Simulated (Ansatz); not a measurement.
InBi:
```xyz
2
Lattice="0.0000 3.3225 3.3225 3.3225 0.0000 3.3225 3.3225 3.3225 0.0000" Properties=species:S:1:pos:R:3 pbc="T T T"
In     0.0000     0.0000     0.0000
Bi     4.9837     4.9837     4.9837
```

Relaxed with LDA.

List the phonon frequencies at the special points (DFPT on a 3×3×3 q-mesh, Fourier-interpolated; DFT-LDA in the program Ansatz with PAW potentials).

In cm⁻¹; no LO–TO term at Γ, as the run had none.

```
q            frequencies
-  ---------------------
Γ      0 0 0 146 146 146
X  11 11 102 139 141 141
U   23 33 95 129 142 146
K   23 33 95 129 142 146
L   21 21 95 135 145 145
W   29 32 94 128 142 146
```

Space group F-43m (zinc blende). The workflow started from a Materials Project entry (that database holds measured and hypothetical structures alike); the Crystallography Open Database copy checked does not list it. COD files the formula under space group No. 129, so this cell is another polymorph or a model. With In and Bi taken as one species the cell has the higher symmetry Fd-3m, so it may be an ordered model of a mixed-site phase. Whether it is the stable phase at ambient conditions was not checked. Symmetry was held in the LDA relaxation; phonons on a q-mesh show no instability. As this level gives no gap, phonon frequencies hold no LO–TO term and depend on the k-mesh and smearing (Fermi–Dirac, 0.1 eV here). Spin–orbit coupling is left out wherever it is not named.

Potentials: the later of the program's two PAW sets.
